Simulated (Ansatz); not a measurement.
Level of theory: DFT PBE, scalar-relativistic, plane waves, PAW in Ansatz. Settings: cutoff 420 eV, Γ-centred meshes spaced at most about 0.3 Å⁻¹, and about 0.25 Å⁻¹ or finer for metals (2π included), Gaussian smearing. No spin polarisation in the final relaxations.

These are static total energies at zero pressure.

Two forms of AlIn₂Sb₃ were relaxed alike.

A.

```xyz
6
Lattice="4.5621 0.0000 0.0000 0.0000 4.5621 0.0000 0.0000 0.0000 10.2782" Properties=species:S:1:pos:R:3 pbc="T T T"
Al    2.2811    2.2811    5.9157
In    0.0000    0.0000    3.7510
In    2.2811    2.2811    9.9724
Sb    2.2811    0.0000    7.5575
Sb    0.0000    2.2811    7.5575
Sb    2.2811    2.2811    3.2844
```

B.

```xyz
6
Lattice="3.3124 1.9124 4.4285 -3.3124 1.9124 4.4285 0.0000 -3.8249 4.4285" Properties=species:S:1:pos:R:3 pbc="T T T"
Al    0.0000    0.0000    0.0000
In    0.0000    0.0000    8.2725
In    0.0000    0.0000    5.0131
Sb   -1.6562    0.9562    2.2143
Sb    1.6562    0.9562    2.2143
Sb    0.0000   -1.9124    2.2143
```

**Question.** Which form is favoured at zero pressure, and by what margin per atom?

**Answer.** B is lower, by 56 meV/atom. A has space group P4mm (No. 99), 35.7 Å³/atom and no gap on its mesh; B has space group R-3m (No. 166), 28.1 Å³/atom and no gap. Counting Sb atoms around Al and In (those within 1.25 times the shortest such distance or 1.15 times the sum of covalent radii, 1.27 where that leaves under three; the shortest distance is added where it exceeds 1.18 times the sum of covalent radii; a slash parts the counts of unlike sites), A has Al 5, In 4/5 from 3.3 Å and B has Al 6, In 9 from 3.4 Å. The denser one is the lower, and pressure would at first widen the difference. Even the lower one lies +0.14 eV/atom against the reference forms of the elements (uncorrected), so neither is stable at this level. Both come from invented guesses. A third cell relaxed alike, in P-6m2, lies 26 meV/atom below the lower of the two.

Spin–orbit coupling, which can matter for Sb, is left out. Cells relaxed within their symmetry can be saddle points.
